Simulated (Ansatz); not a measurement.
Relaxed-ion elastic tensor of InSb (rock salt, Fm-3m) in GPa (Voigt order), DFT-LDA in the program Ansatz with PAW potentials; density 7.35 g/cm³, 26.72 Å³ per atom.

```
 129  25.9  25.9   0.0   0.0   0.0
25.9   129  25.9   0.0   0.0   0.0
25.9  25.9   129   0.0   0.0   0.0
 0.0   0.0   0.0   7.7   0.0   0.0
 0.0   0.0   0.0   0.0   7.7   0.0
 0.0   0.0   0.0   0.0   0.0   7.7
```

Problem. Is the crystal mechanically stable?

Solution. Yes: the smallest eigenvalue of C is 7.7 GPa.

Problem. Work out the Voigt, Reuss and Hill averages.

Solution. K_V = 60.4, K_R = 60.4, K_H = 60.4; G_V = 25.3, G_R = 11.7, G_H = 18.5 GPa.

Problem. Give Young's modulus, Poisson's ratio, Pugh's ratio and the universal anisotropy index.

Solution. E = 9KG/(3K + G) = 50.3 GPa; ν = 0.36; K/G = 3.26 (ductile by the Pugh limit of 1.75); A_U = 5G_V/G_R + K_V/K_R − 6 = 5.84.

Problem. Estimate the sound speeds and the Debye temperature.

Solution. v_l = √((K + 4G/3)/ρ) = 3400 m/s, v_t = √(G/ρ) = 1590 m/s, mean 1790 m/s; Θ = (h/k)(3n/4πV)^(1/3) v_m = 178 K.

Problem. Give the Zener ratio and Young's modulus along [100], [110] and [111].

Solution. A = 2C44/(C11 − C12) = 0.15; 1/E = S11 − 2(S11 − S12 − S44/2)Γ with Γ = 0, 1/4, 1/3 gives 121, 27.8, 22.2 GPa.

The workflow started from a Materials Project entry (that database holds measured and hypothetical structures alike); the Crystallography Open Database copy checked does not list it. It is not the phase usual at ambient conditions (space group No. 216). The cell was relaxed with LDA under the symmetry of its start; its stability against distortions is not shown here. As this level gives no gap, shear constants depend on the k-mesh and smearing (Fermi–Dirac, 0.1 eV here). Scalar-relativistic: spin–orbit coupling is off unless named, which matters more the heavier the elements.

Potentials: the later of the program's two PAW sets.
